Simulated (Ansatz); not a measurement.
# Calculated 27Al nuclear quadrupole resonance for LiAlSiH2O5

Cell: a Materials Project structure (computed, not necessarily an observed phase), atoms as given.

```cif
data_LiAlSiH2O5
_symmetry_space_group_name_H-M 'Pna2_1'
_symmetry_Int_Tables_number 33
_cell_length_a 11.4349
_cell_length_b 8.4473
_cell_length_c 5.0493
_cell_angle_alpha 90.000
_cell_angle_beta 90.000
_cell_angle_gamma 90.000
loop_
_atom_site_label
_atom_site_type_symbol
_atom_site_symmetry_multiplicity
_atom_site_Wyckoff_symbol
_atom_site_fract_x
_atom_site_fract_y
_atom_site_fract_z
Li Li 4 a 0.3802 0.7076 0.1012
Al Al 4 a 0.6475 0.6448 0.7300
Si Si 4 a 0.7289 0.4688 0.1992
H13 H 4 a 0.4011 0.9814 0.0042
H16 H 4 a 0.4762 0.1546 0.3070
O21 O 4 a 0.3267 0.5342 0.4016
O23 O 4 a 0.9869 0.2318 0.3306
O24 O 4 a 0.3663 0.9499 0.1722
O25 O 4 a 0.8425 0.0815 0.8999
O27 O 4 a 0.2543 0.7099 0.8134
```

One atom of each set is listed.

The numbers come from a DFT calculation in Ansatz (PBE, plane waves and PAW, scalar-relativistic, 420 eV cutoff, Γ-centred 2×3×5 k-points, Fermi–Dirac smearing 0.02 eV).

27Al: I = 5/2, Q = 146.6 mb (year-2017 value). Static lattice, zero field.

**Question.** At which frequencies do the 27Al NQR lines lie?

**Answer.** For I = 5/2 and η = 0 the lines are 3|C_Q|/20 and twice that; η pulls their ratio below 2.

| site | atoms | V_zz (10²¹ V/m²) | C_Q (MHz) | η | line frequencies (MHz) |
| --- | --- | --- | --- | --- | --- |
| Al | 4 | -1.87 | -6.61 | 0.27 | 1.07, 1.96 |
